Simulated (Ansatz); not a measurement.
These are results of Ansatz 0.2.0, DFT PBE, scalar-relativistic, plane waves, PAW, not measurements. All cells share a 420 eV cutoff and Γ-centred k meshes spaced at most about 0.3 Å⁻¹ (about 0.25 or finer for metals, 2π included). Collinear spin in cells that started with moments and kept them past the coarse steps, no spin elsewhere.

All energies are static (0 K, no zero-point motion).

Two relaxed structures of WSe4:

A. (no spin)

```yaml
crystal:
  lattice:
    - [-3.52223, 3.52223, 3.52223]
    - [3.52223, -3.52223, 3.52223]
    - [3.52223, 3.52223, -3.52223]
  atoms:
    - { symbol: W, position: [0.00000, 0.00000, 0.00000] }
    - { symbol: Se, position: [0.00000, 0.61781, 0.00000] }
    - { symbol: Se, position: [0.38219, 0.38219, 0.38219] }
    - { symbol: Se, position: [0.00000, 0.00000, 0.61781] }
    - { symbol: Se, position: [0.61781, 0.00000, 0.00000] }
```

B. (site moments W 3.4; Se -0.2 (×3) μB)

```yaml
crystal:
  lattice:
    - [4.96838, 0.00000, 0.00000]
    - [0.00000, 4.96838, 0.00000]
    - [0.00000, 0.00000, 4.96838]
  atoms:
    - { symbol: W, position: [0.00000, 0.00000, 0.00000] }
    - { symbol: Se, position: [0.50000, 0.50000, 0.50000] }
    - { symbol: Se, position: [0.00000, 0.50000, 0.50000] }
    - { symbol: Se, position: [0.50000, 0.00000, 0.50000] }
    - { symbol: Se, position: [0.50000, 0.50000, 0.00000] }
```

Problem. Which is lower in energy, and by how much?

Solution. A is lower, by 1.25 eV/atom. A has space group I-43m (No. 217), 35.0 Å³/atom and no gap on its mesh; B has space group Pm-3m (No. 221), 24.5 Å³/atom and no gap. Counting Se atoms around W (those within 1.25 times the shortest such distance or 1.15 times the sum of covalent radii; a plus sign parts nearer from farther groups; the shortest distance is added where it is long for a bond), A has W 4 and B has W 12+8 from 3.5 Å. B holds Se–Se bonds in all directions (shortest 2.48 Å); in A the shortest Se–Se distance is 3.71 Å. Their magnetic states differ too. Even the lower one lies +0.17 eV/atom against the reference forms of the elements (uncorrected), so neither is stable at this level. In A, around W lie 4 Se at 2.33 Å; around Se lies 1 W at 2.33 Å. In B, around W lie 12 Se at 3.51 Å and 8 Se at 4.30 Å; Se on a site of symmetry m-3m is surrounded by 6 Se at 2.48 Å; Se on a site of symmetry 4/mmm is surrounded by 2 Se at 2.48 Å, 4 W at 3.51 Å and 8 Se at 3.51 Å. Both come from invented guesses. A third cell relaxed alike, in P-43m, lies 19 meV/atom below the lower of the two.

No dispersion correction is applied, so the spacing and binding between layers, chains or molecules are poorly described (I-43m), and this can change margins and order among such cells. Spin–orbit coupling, which can matter for W, is left out. The magnetic state reached may not be the lowest. Cells relaxed within their symmetry can be saddle points. Some candidate types were left out of the draw beforehand, so a known form may be missing.
